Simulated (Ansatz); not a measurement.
# A film clamped to a substrate in Au

These are results of DFT PBEsol, scalar-relativistic, plane waves, PAW (Ansatz), not measurements. Settings: plane waves to 420 eV, k-mesh 26×26×26 (Γ-centred), Gaussian smearing 0.15 eV. Spin–orbit coupling is left out, which can shift energies with elements as heavy as these. No spin polarisation. Energies are free energies at this smearing, counted from the undisturbed cell; pressure is positive in compression.

Zero of the scan (relaxed at this level; with this scan's settings it stands at -0.1 GPa):

```xyz
1
Lattice="0.0000 2.0419 2.0419 2.0419 0.0000 2.0419 2.0419 2.0419 0.0000" Properties=species:S:1:pos:R:3 pbc="T T T"
Au    0.0000    0.0000    0.0000
```

The cell (1 atom, V0 = 17.03 Å³) is strained by p along both x and y and by q along z, fractional coordinates fixed. τp = (1/V0) ∂E/∂p = (σxx + σyy)(1 + p)(1 + q) and τq = (1/V0) ∂E/∂q = σzz(1 + p)², with tension positive.

```csv
p,q,ΔE (meV/atom),τp (GPa),τq (GPa)
0.000,0.000,0.00,0.23,0.11
-0.015,0.000,8.73,-11.49,-5.12
0.015,0.000,8.55,10.22,4.71
0.000,-0.015,2.25,-4.86,-2.99
0.000,0.015,2.47,4.95,2.93
```

Q: Get the second derivatives of the energy density.

A: Central differences give A = ∂τp/∂p = 724 GPa (C11 + C22 + 2 C12), C = ∂τq/∂q = 197 GPa (C33) and the cross term B = ∂τq/∂p = 328 GPa (C13 + C23); ∂τp/∂q = 327 GPa must equal B, and any difference shows higher-order terms. The ions are clamped. In a cubic crystal C11 = C = 197, C12 = B/2 = 164 GPa and A should be 2(C11 + C12) = 723 GPa; the bulk modulus is (C11 + 2 C12)/3 = 175 GPa.

Q: A film of this crystal grows with z along the normal on a substrate that imposes p. How does its thickness respond, and what does the misfit cost?

A: Count p and q from the stress-free cell. A free surface needs τq = 0, so q = −(B/C) p = -1.66 p. The energy density left is (A − B²/C) p²/2 = M p², with the biaxial modulus M = 90 GPa (a small difference of large numbers, so errors of a few per cent in A, B and C become tens of per cent in M); a misfit of 1 % costs 0.96 meV/atom, against 3.84 meV/atom if the thickness were held.

In a metal these slopes depend on the k mesh and the smearing.